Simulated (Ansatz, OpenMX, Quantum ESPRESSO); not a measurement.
**Zr: programs and potentials compared**

```
Zr
1.0
     3.23200    0.00000    0.00000
    -1.61600    2.79899    0.00000
     0.00000    0.00000   25.29400
Zr
5
Direct
  0.33333 0.66667 0.29651
  0.66667 0.33333 0.39826
  0.33333 0.66667 0.50000
  0.66667 0.33333 0.60174
  0.33333 0.66667 0.70349
```

Alike in all runs: functional PBE; k mesh 9 × 9 × 1; occupations fermi-dirac, width 0.05 eV; no spin polarisation; no spin-orbit coupling.

| program and potentials | plane-wave cutoff (eV) | notes | largest force (eV/Å) |
| --- | --- | --- | --- |
| Ansatz, Ansatz PAW | 420 | - | ? |
| OpenMX, OpenMX 2013 PBE set, Zr7.0-s3p2d2, grid cutoff 400 Ry | - | atomic basis | 0.634 |
| Quantum ESPRESSO, PseudoDojo 0.4.1 SR PBE standard | 898 | - | 0.636 |

Estimate from the other rows what the run with Ansatz, Ansatz PAW gave.

Largest force 0.635 eV/Å. The other rows, which needn't bracket it: largest force 0.634 to 0.636.
